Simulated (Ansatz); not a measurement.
# CoO: a phonon run with k mesh 2×2×2

The calculation used DFT PBE+U, scalar-relativistic, plane waves, PAW (Ansatz 0.2.0).

Launched with:
```bash
ansatz run input.yaml --threads 1 --pin off --max-ram 3072MiB --backend cpu --events-out ev --progress --plain --runs-dir out
```

Input (bare energies are in eV):
```yaml
crystal:
  lattice:
    - [1.5369143799, 0.8873379309, 2.4734269504]
    - [-1.5369143799, 0.8873379309, 2.4734269504]
    - [0.0, -1.7746758619, 2.4734269504]
  atoms:
    - { symbol: Co, position: [0.0, 0.0, 0.0], spin: 2.88 }
    - { symbol: O, position: [0.5, 0.5, 0.5], spin: 0.24 }
basis:
  ecutwfc: 420
kpoints:
  mp_grid: { grid: [2, 2, 2] }
hamiltonian:
  xc: pbe
  hubbard: { sites: [{ species: Co, l: d, u_eff: 3.32 }] }
scf:
  occupations: { method: gaussian, width: 0.02 }
output:
  eigenvalues: true
  populations: true
magnetization:
  spin_polarized: true
phonons:
  method: dfpt
  dielectric: true
  rigid_motions: translations
```

From the output:
```
--- Phonons (Γ-DFPT): 4 representative perturbations + reference, on 6 of 8 k-points (Σ response iterations 24) ---
  k mesh reduced under 2 symmetry operations, with k and −k counted as one. Each operation leaves every solved perturbation unchanged. A smaller set is not considered because the run has a Hubbard term
  ASR residual: 3.039e-4 → 0.000e0 eV/Å²; symmetrization residual: 6.327e-6 eV/Å²
  ASR residual per site (eV/Å²): 3.04e-4 1.44e-4
  Γ frequencies (cm⁻¹): -166.06 0.00 0.00 0.00 163.50 163.50
  ε∞ (high-frequency dielectric tensor):
        5.717010     0.000000    -0.000000
        0.000000     5.717010    -0.000000
       -0.000000    -0.000000     5.744111
  softest optical mode at Γ: -166.06 cm⁻¹; the repairs (sum rule, projections) moved no ω² at Γ by more than (1.76 cm⁻¹)²
  Born effective charges Z* (e; rows j = field, columns β = displacement):
    site 0:
         2.33832    0.00000    0.00000
         0.00000    2.33832   -0.00000
         0.00000   -0.00000    2.54625
    site 1:
        -2.33832   -0.00000   -0.00000
        -0.00000   -2.33832    0.00000
        -0.00000    0.00000   -2.54625
  Z* charge neutrality: 2.532e-3 e pre-enforcement
  solved inside a basis spanned on kpoints, on 8×8×8 k-points, its susceptibility summed on 10×10×10: ε∞ is read to err by 2.7e-2, Z* by 2.6e-2 e (field_mesh: kpoints solves on kpoints); Z* is corrected for ...
  optical modes at Γ without the LO–TO term, one row a degenerate level:
      ω (cm⁻¹) modes IR ((D/Å)²/amu)
       -166.06      1            11.8872
        163.50      2            20.0500
  optical modes at Γ + LO–TO along q̂ = [1.0000, 0.0000, 0.0000]:
      ω (cm⁻¹) modes IR ((D/Å)²/amu)
       -166.06      1            11.8872
        163.50      1            10.0250
        459.92      1            10.0250
  optical modes at Γ + LO–TO along q̂ = [0.0000, 1.0000, 0.0000]:
      ω (cm⁻¹) modes IR ((D/Å)²/amu)
       -166.06      1            11.8872
        163.50      1            10.0250
        459.92      1            10.0250
  optical modes at Γ + LO–TO along q̂ = [0.0000, 0.0000, 1.0000]:
      ω (cm⁻¹) modes IR ((D/Å)²/amu)
        163.50      2            20.0500
        436.47      1            11.8872
--- Löwdin populations: 2 sites ---
  site symbol q [e]    m [muB]
     0     Co     15.7052     2.6821
     1      O      7.1587     0.3233
  spilling = 0.005918 (of n_electrons = 23.000000)
```

Time: 37 s on 1 thread of Intel(R) Xeon(R) 6975P-C (Granite Rapids) (shared host), peak memory 0.72 GiB.

Beside the reference run (Plane waves to 420 eV; Γ-centred k mesh 12×12×12; Gaussian smearing of 0.02 eV. U_eff = 3.32 eV on Co d. Collinear spin, site moments 2.6, 0.2 μB. Phonons by linear response, acoustic sum rule imposed.), the optical modes at Γ (cm⁻¹, by rank, those that always equal the one before left out, no LO field; i marks imaginary), ε∞ and the mean Born charge of atom 1:
```csv
setting,mode 1,mode 2,ε∞,Z* of atom 1
reference run,217,300,5.72,2.41
k mesh 2×2×2,166i,164,5.73,2.41
```

The magnetic state is the one reached from the starting moments and may not be the lowest.